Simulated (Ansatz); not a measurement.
Varying the input for Na

All trials start from this Ansatz input:

```yaml
crystal:
  lattice:
    - [-2.1040267987, 2.1040267987, 2.1040267987]
    - [2.1040267987, -2.1040267987, 2.1040267987]
    - [2.1040267987, 2.1040267987, -2.1040267987]
  atoms:
    - { symbol: Na, position: [0.0, 0.0, 0.0] }
basis:
  ecutwfc: 420
kpoints:
  mp_grid: { grid: [8, 8, 8] }
hamiltonian:
  xc: pbe
scf:
  occupations: { method: gaussian, width: 0.1 }
output:
  forces: true
  stress: true
  eigenvalues: true
```

Command:

```bash
ansatz run input.yaml --threads 1 --pin off --max-ram 1331MiB --backend cpu --events-out ev --progress --plain --runs-dir out
```

The run converges in 6 SCF iterations on 29 irreducible k-points: pressure -0.04 GPa, no gap.

The inputs are trials, many of them unsound on purpose. Their numbers show the effect of the settings and aren't properties of the material. Each trial's input is given as a difference from the reference's; energies are extrapolated to zero smearing where there is one, and pressure is positive in compression.

Trial 1 (volume scaled):

```diff
 crystal:
   lattice:
-    - [-2.1040267987, 2.1040267987, 2.1040267987]
-    - [2.1040267987, -2.1040267987, 2.1040267987]
-    - [2.1040267987, 2.1040267987, -2.1040267987]
+    - [-2.0842030257, 2.0842030257, 2.0842030257]
+    - [2.0842030257, -2.0842030257, 2.0842030257]
+    - [2.0842030257, 2.0842030257, -2.0842030257]
 kpoints:
-  mp_grid: { grid: [8, 8, 8] }
+  mp_grid: { grid: [4, 4, 4] }
```

The run converges in 6 SCF iterations on 8 irreducible k-points: energy 107 meV per atom above the reference, pressure 0.49 GPa, no gap.